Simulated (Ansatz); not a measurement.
Computed with Ansatz, DFT PBE, scalar-relativistic, plane waves, PAW. All cells share a 420 eV cutoff and Γ-centred k meshes spaced about 0.3 Å⁻¹ or finer (0.25 for metals, 2π included). No spin polarisation.

All energies are static (0 K, no zero-point motion).

Two relaxed structures of Sn2Te:

A.

Space group P-3m1 (No. 164). a = 4.300 Å, b = 4.300 Å, c = 5.789 Å, α = 90.00°, β = 90.00°, γ = 120.00°
```tsv
atom	site	symmetry	x	y	z
Sn	2d	3m.	0.3333	0.6667	0.3372
Te	1a	-3m.	0.0000	0.0000	0.0000
```

B.

Space group I4_1/amd:1 (No. 141). a = 6.148 Å, b = 6.148 Å, c = 9.808 Å, α = 90.00°, β = 90.00°, γ = 90.00°
| atom | site | symmetry | x | y | z |
| --- | --- | --- | --- | --- | --- |
| Sn | 8e | 2mm. | 0.5000 | 0.5000 | 0.3243 |
| Te | 4b | -4m2 | 0.5000 | 0.5000 | 0.0000 |

Question: Which is lower in energy, and by how much?

Answer: B is lower, by 27 meV/atom. A has the anti-cadmium iodide type, space group P-3m1 (No. 164), 30.9 Å³/atom and no gap on its mesh; B has space group I4_1/amd (No. 141), 30.9 Å³/atom and no gap. In A, around Sn lie 3 Sn at 3.12 Å and 3 Te at 3.16 Å; around Te lie 6 Sn at 3.16 Å. In B, Sn is surrounded by 3 Te at 3.16–3.18 Å, 2 Sn at 3.23 Å, 1 Sn at 3.45 Å and 4 Sn at 3.93 Å; around Te lie 6 Sn at 3.16–3.18 Å. Both come from trial cells of a structure search, whose lowest cell (Cm, 32.3 Å³/atom) lies 78 meV/atom below the lower of the two.

For metals, differences of a few meV/atom aren't resolved. These runs have no spin–orbit coupling, which can matter for Te. Cells relaxed within their symmetry can be saddle points. Some types were kept out of the candidates beforehand, so the set may lack a known form.
